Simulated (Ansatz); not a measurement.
Problem. Name crystals whose computed values (r²SCAN (plane waves, PAW; program Ansatz)) fall in these windows: electron conductivity mass (mₑ) 2.5 to 3.2; B₀ by P(V) fit (GPa) 100 to 140; HSE06 gap (eV) 0.92 to 1.2.

Solution. 

```tsv
crystal	electron conductivity mass (mₑ)	B₀ by P(V) fit (GPa)	HSE06 gap (eV)
Li2MoO3, P-1 (Pearson symbol aP12)	2.8	123	1.11
```
Others may fit too.

Standing as an ambient phase not checked: Li2MoO3, P-1 (Pearson symbol aP12). Perhaps ordered models of mixed-site phases: Li2MoO3, P-1 (Pearson symbol aP12). The cell was relaxed under the symmetry of its start. Rows with no word on spin ran without spin polarisation. Scalar-relativistic: spin–orbit coupling is off unless named, which matters more the heavier the elements.

Potentials: the later of the program's two PAW sets.
